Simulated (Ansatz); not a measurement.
PbS:
```
CELL_PARAMETERS angstrom
      2.98637    -3.00431     0.00000
      2.98637     3.00431     0.00000
      0.00000     0.00000    32.00000
ATOMIC_POSITIONS crystal
  Pb 0.50784 0.99216 0.54506
  S  0.98222 0.51778 0.53790
  Pb 0.00784 0.49216 0.45494
  S  0.48222 0.01778 0.46210
```
Free-standing layer in the xy plane with vacuum along z and no interaction between images.

Relaxed with r²SCAN+D4.

Question: All from DFT-r²SCAN+D4 in the program Ansatz with PAW potentials, unless another level is named. Give the ionisation potential (Kohn–Sham).

Answer: 4.70 eV.

Question: What about the electron effective mass with spin–orbit coupling, in the valley off the standard path, at k = (-0.010, 0.411, 0.000)?

Answer: 0.17 along x, 0.19 along y (mₑ).

Space group Aem2. The layer was cut from a bulk entry of the Materials Project (measured or hypothetical); whether that bulk phase is the ambient one, and whether the layer has been isolated, was not checked. Symmetry was held in the r²SCAN+D4 relaxation; its stability against distortions is not shown here. Scalar-relativistic: spin–orbit coupling is off unless named, which matters more the heavier the elements.

Potentials: the later of the program's two PAW sets.

Edges and masses are those of Kohn–Sham bands, whose gap is no quasiparticle gap.
